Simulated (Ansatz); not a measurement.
**PmSe2 in the CdI2-type structure**

The computed numbers are results of PBEsol, scalar-relativistic (collinear spin) in the plane-wave PAW code Ansatz at 600 eV, Γ-centred 8×8×6 mesh, 0.05 eV Gaussian smearing; PAW files: Ansatz's generated set soft_2.

```
Pm Se
1.0
     4.24160    0.00000    0.00000
    -2.12080    3.67333    0.00000
     0.00000    0.00000    5.62625
Pm Se
1 2
Direct
  0.00000 0.00000 0.00000
  0.33333 0.66667 0.25577
  0.66667 0.33333 0.74423
```

The start was a prototype's sites filled with these elements, not a measured cell.

Magnetic state: ferromagnetic, site spin moments Pm 4.02; Se -0.22 μB.

The cell is relaxed to zero pressure at this level.

Path: Γ–M–K–Γ–A–L–H–A | L–M | H–K, with Γ = (0.000, 0.000, 0.000), M = (0.500, 0.000, 0.000), K = (0.333, 0.333, 0.000), A = (0.000, 0.000, 0.500), L = (0.500, 0.000, 0.500), H = (0.333, 0.333, 0.500) in reciprocal vectors of the calculation's cell.

Bands as a text map, energy in eV from the Fermi level (dashes), each leg drawn with the same width, + spin up, o spin down, # both:
```
  3.71 |oo#        oo o   ++oooooooo o#o     o ++     +#o            ++   o
  3.43 |++ o      o ++ ++++++++++   o+  ooooo++        ++oooo          +++ 
  3.14 |oo++oooooo++  +     ooooo####++######           +####oooooo       +
  2.86 |oooo##ooo#ooooooooooooooooooooooooooooooooooooooooooo##oooooooooooo
  2.57 |  oooo###oooooooo oo         oooooooooooooooooooo ooooo####oooooooo
  2.29 |    oooooooooooooo              oooooooooooooo    ooooooooooooooooo
  2.00 |oooooo           oooooooooooooooooooooo     oooooooooo             
  1.71 |+                    +                                             
  1.43 | ++                 + ++                                           
  1.14 |++                 +++++++                                         
  0.86 | +++              +++    +++++ +++++++       ++++++++              
  0.57 |oo+++       ++++++ + o    +++++++++++++     +  ++++++++          ++
  0.29 |  #++++++++++++++++#o oo       +++++++++++++++++  +++++++++++++++++
  0.00 |#+-o++++++++++++++o-+##+#++++++-o######+++++##o-++####+++++++++++++
 -0.29 |+##+#++++++#######+##++####++++#+++#+++##++#+#+#++##++#+++++++++###
 -0.57 |+++###++++#+++++++#++++++#+########+#####oo##+####++####+++oooo#+++
 -0.86 | +#++#o###+      #+#+   ++#+++#++++###++++++++##++#########++#+##o 
 -1.14 |     ############  +      +o o+       #o +#+ #++#     ++#####    +#
 -1.43 |   #####o##     ##         +o+        +##o o###  o    +####        
 -1.71 |   ## # +#+#+   ###+       +##########o  ##+   #######o+#  #       
 -2.00 |### ##    o####### #########o##                #oo ++##o    ##  +##
 -2.29 |    +           +#        #   +#++#########+  # # #oo      ######  
 -2.57 |   +o#     +####o #      #    o##o      ## #####                o##
 -2.86 |  #o  #####o       #   +#       o+    +#               +###        
 -3.14 |##                  ###o         o####o           #####o           
 -3.43 |                                                                   
 -3.71 |                                                                   
 -4.00 |                                                                   
        Γ      M      K      Γ      A      L      H      AL       MH      K
```

(1) By these bands, is it a metal or an insulator, and if it has a gap, where are the band edges on this path?

Answer:

(1) A metal: bands cross the Fermi level.

Without a U the open 4f shell is pinned at the Fermi level, an artefact: in the real crystal it splits into occupied and empty levels away from it, and its large orbital moment is missing here. Spin–orbit coupling, which matters for such heavy elements, is left out. The run wasn't fully tested for a lower electronic state. Site moments are of spin, integrated over atomic spheres. The structure is layered, and this functional has no dispersion term, so the layers' spacing is poorly fixed, often too long, and so is what hangs on it. Only parallel moments were tried, so the real magnetic order may be another.

A lower state of the open shells can't be excluded, and forces and pressures are less sure for it.
